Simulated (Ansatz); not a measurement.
Y:
```cif
data_Y2
_chemical_formula_sum 'Y2'
_space_group_name_H-M_alt 'P63/mmc'
_space_group_IT_number 194
_space_group_name_Hall '-P 6c 2c'
_cell_length_a 3.65758
_cell_length_b 3.65758
_cell_length_c 5.68014
_cell_angle_alpha 90.000
_cell_angle_beta 90.000
_cell_angle_gamma 120.000
loop_
_atom_site_label
_atom_site_type_symbol
_atom_site_symmetry_multiplicity
_atom_site_Wyckoff_symbol
_atom_site_fract_x
_atom_site_fract_y
_atom_site_fract_z
_atom_site_occupancy
Y1 Y 2 d 0.66667 0.33333 0.25000 1
```

Relaxed with PBE.

Task: Which orbitals make up the states near the Fermi level in PBE (plane waves, PAW; program Ansatz)?

Result: Within 0.5 eV of the Fermi level: Y 4d 89 %, outside the projected shells 5 %. Projections are on Löwdin-orthogonalised atomic valence shells; empty p or d shells of many metals are not among them.

Task: Tabulate the density of states.

Result: States/eV per cell of 2 atoms, in 0.25 eV bins, energy from the Fermi level.

```tsv
E (eV)	total	Y 4d	Y 5s	Y 4p
-4.80	0.00	0.00	0.00	0.00
-4.55	0.06	0.00	0.06	0.00
-4.30	0.16	0.00	0.15	0.00
-4.05	0.23	0.00	0.21	0.00
-3.80	0.29	0.01	0.26	0.01
-3.55	0.35	0.02	0.31	0.01
-3.30	0.43	0.03	0.38	0.01
-3.05	0.47	0.05	0.40	0.01
-2.80	0.58	0.09	0.46	0.01
-2.55	0.69	0.15	0.51	0.02
-2.30	0.84	0.25	0.56	0.02
-2.05	1.11	0.45	0.61	0.02
-1.80	1.83	1.08	0.68	0.02
-1.55	1.86	1.25	0.55	0.03
-1.30	1.87	1.39	0.42	0.03
-1.05	2.29	1.89	0.32	0.03
-0.80	2.57	2.32	0.18	0.03
-0.55	2.47	2.29	0.09	0.04
-0.30	3.15	2.82	0.17	0.05
-0.05	4.09	3.59	0.21	0.06
0.20	3.66	3.20	0.17	0.04
0.45	1.72	1.51	0.07	0.02
0.70	1.68	1.45	0.07	0.01
0.95	2.77	2.44	0.11	0.02
1.20	4.67	4.02	0.25	0.03
1.45	4.49	3.88	0.20	0.02
1.70	3.66	3.37	0.14	0.01
1.95	4.31	4.03	0.11	0.01
2.20	3.09	2.91	0.05	0.01
2.45	1.96	1.86	0.02	0.00
2.70	1.41	1.36	0.01	0.00
2.95	1.79	1.72	0.02	0.00
3.20	1.69	1.62	0.02	0.00
3.45	1.73	1.65	0.03	0.00
3.70	1.84	1.74	0.04	0.00
3.95	2.09	1.95	0.07	0.00
4.20	2.37	2.16	0.12	0.00
```

Space group P6_3/mmc (hcp (Mg type)). The PBE relaxation kept the symmetry of its start. The run is not spin-polarised. Spin–orbit coupling is left out wherever it is not named.

Potentials: the later of the program's two PAW sets.
